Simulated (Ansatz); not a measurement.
Trial structure of ScAl₅, not yet relaxed:

```cif
data_structure
_symmetry_space_group_name_H-M 'P4/mmm'
_symmetry_Int_Tables_number 123
_cell_length_a 2.8339
_cell_length_b 2.8339
_cell_length_c 12.0231
_cell_angle_alpha 90.000
_cell_angle_beta 90.000
_cell_angle_gamma 90.000
_cell_volume 96.56
loop_
_atom_site_label
_atom_site_type_symbol
_atom_site_symmetry_multiplicity
_atom_site_Wyckoff_symbol
_atom_site_fract_x
_atom_site_fract_y
_atom_site_fract_z
_atom_site_occupancy
Sc1 Sc 1 d 0.50000 0.50000 0.50000 1
Al1 Al 1 a 0.00000 0.00000 0.00000 1
Al2 Al 2 h 0.50000 0.50000 0.16667 1
Al3 Al 2 g 0.00000 0.00000 0.33333 1
```

All numbers below come from DFT PBE, scalar-relativistic, plane waves, PAW (Ansatz 0.2.0). Plane waves to 420 eV, a k mesh through Γ of 6×6×2 on the computed 6-atom cell and Gaussian smearing (0.10 eV); no spin polarisation.

The zero of energy is the elements' standard structures at the same level; no fitted shifts are applied.

**Question.** What does a single point on this coarse mesh give?

**Answer.** The pressure is 8.2 GPa (the mean over three directions, positive in compression), the largest force is 0.94 eV/Å, and the energy is −0.08 eV/atom against the elements. The shortest distance is 2.83 Å.

**Question.** How much does it gain on relaxing, and where does it end?

**Answer.** Relaxing gains under 0.1 eV/atom (the start's value is from the coarse mesh, so the gain is rough) in 10 ionic steps and ends at −0.11 eV/atom on the finer mesh. The symmetry stays P4/mmm (No. 123). The volume per atom grows by 8.9 %, from 16.1 to 17.5 Å³. The shortest distance goes from 2.83 Å (Sc–Al, Al–Al and Sc–Sc) to 2.85 Å (Al–Al). Conventional cell: a = 2.938 Å, c = 12.180 Å. Sc has 4 Sc at 2.94 Å and 8 Al at 3.00 Å; Al on a site of symmetry 4/mmm is surrounded by 12 Al at 2.87–2.94 Å; Al on a site of symmetry 4mm is surrounded by 12 Al at 2.85–2.94 Å; 1 more site not described.

The last run used collinear spin, a 14×14×4 mesh (in the run's order of axes) for its 6-atom cell and Gaussian smearing of 0.10 eV. The magnetic state reached may not be the lowest. The relaxation can't lower the symmetry of the start. A structure relaxed within its symmetry needn't be a true minimum. Another cell of ScAl5 relaxed alike but without spin, in Cmmm, lies 129 meV/atom lower, so this cell isn't the stable form at this level.
